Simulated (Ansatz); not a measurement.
Hg4Pt (space group Im-3m)

```
CELL_PARAMETERS angstrom
     -3.14289     3.14289     3.14289
      3.14289    -3.14289     3.14289
      3.14289     3.14289    -3.14289
ATOMIC_POSITIONS crystal
  Hg 0.00000 0.00000 0.50000
  Hg 0.00000 0.50000 0.00000
  Hg 0.50000 0.50000 0.50000
  Hg 0.50000 0.00000 0.00000
  Pt 0.00000 0.00000 0.00000
```

Grid over V/V₀ and (c/a)/(c/a)₀, subscript 0 meaning the relaxed cell; the conventional c axis lies along z; no internal relaxation.

Calculation: r2SCAN (plane waves to 500 eV, PAW, scalar-relativistic; Ansatz, a first-principles code). k mesh 11×11×11 (Γ-centred), Fermi-Dirac smearing 0.05 eV. The energy includes the smearing's −TS. With partly filled bands, the response to shear is sensitive to the k mesh, so small differences along c/a are uncertain. Hg4Pt is run without spin polarisation. Hg4Pt was relaxed with its symmetry unable to fall. Spin-orbit coupling is left out, though Hg and Pt are heavy. ΔE is measured from the relaxed starting cell.

```csv
ΔE (eV/atom),V/V₀ = 0.960,V/V₀ = 0.980,V/V₀ = 1.000,V/V₀ = 1.020,V/V₀ = 1.040
(c/a)/(c/a)₀ = 0.920,0.028,(withheld),(withheld),(withheld),0.023
(c/a)/(c/a)₀ = 0.960,(withheld),0.006,0.004,0.006,(withheld)
(c/a)/(c/a)₀ = 1.000,0.010,0.002,0.000,0.002,0.009
(c/a)/(c/a)₀ = 1.040,(withheld),0.006,0.003,0.005,0.011
(c/a)/(c/a)₀ = 1.080,0.023,(withheld),(withheld),(withheld),(withheld)
```

Some entries are withheld; supply them.


- (c/a)/(c/a)₀ = 0.920, V/V₀ = 0.980: 0.019
- (c/a)/(c/a)₀ = 0.920, V/V₀ = 1.000: 0.016
- (c/a)/(c/a)₀ = 0.920, V/V₀ = 1.020: 0.017
- (c/a)/(c/a)₀ = 0.960, V/V₀ = 0.960: 0.014
- (c/a)/(c/a)₀ = 0.960, V/V₀ = 1.040: 0.012
- (c/a)/(c/a)₀ = 1.040, V/V₀ = 0.960: 0.014
- (c/a)/(c/a)₀ = 1.080, V/V₀ = 0.980: 0.015
- (c/a)/(c/a)₀ = 1.080, V/V₀ = 1.000: 0.012
- (c/a)/(c/a)₀ = 1.080, V/V₀ = 1.020: 0.013
- (c/a)/(c/a)₀ = 1.080, V/V₀ = 1.040: 0.019

(Under strain, the slope of the energy per volume gives the stress and its curvature an elastic modulus.)
